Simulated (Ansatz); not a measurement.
Phonons of a relaxed structure of CaC2 by density-functional perturbation theory (low response-accuracy setting, no LO–TO term) at Γ and zone-boundary points with q components 0 or ½ of the primitive reciprocal vectors. Level of theory: r2SCAN (plane waves to 500 eV, PAW, scalar-relativistic; Ansatz, a quantum-chemistry and plane-wave program). Γ-centred k-mesh 10×10×10, Fermi–Dirac smearing 0.05 eV.

```
CaC2
1.0
   -1.93324     1.93324     3.19646
    1.93324    -1.93324     3.19646
    1.93324     1.93324    -3.19646
Ca C
1 2
Cartesian
  0.00000   0.00000   0.00000
  0.00000   0.00000   3.82238
  0.00000   0.00000   2.57054
```

Space group I4/mmm (No. 139).

```
q                   wavenumbers (cm⁻¹; i marks imaginary)
-----------  --------------------------------------------
Γ                   0 (×3), 232 (×2), 309, 314 (×2), 1910
N (½, 0, 0)  138, 183, 197, 239, 249, 252, 330, 334, 1911
X (½, ½, 0)    24, 84, 150, 196, 242, 313, 317, 351, 1913
M (½, ½, ½)  122 (×2), 147 (×2), 151, 278 (×2), 320, 1917
```

No instability shows at these points (nothing beyond 15i cm⁻¹, the threshold used here). Other wavevectors were not sampled, so this does not prove stability.

No spin polarisation in the result.

The first start was generated by placing the elements on the sites of a structure type. Materials Project lists a structure of CaC2 in the same space group, I4/mmm (No. 139); the sites were not compared with it, nor with measured phases.
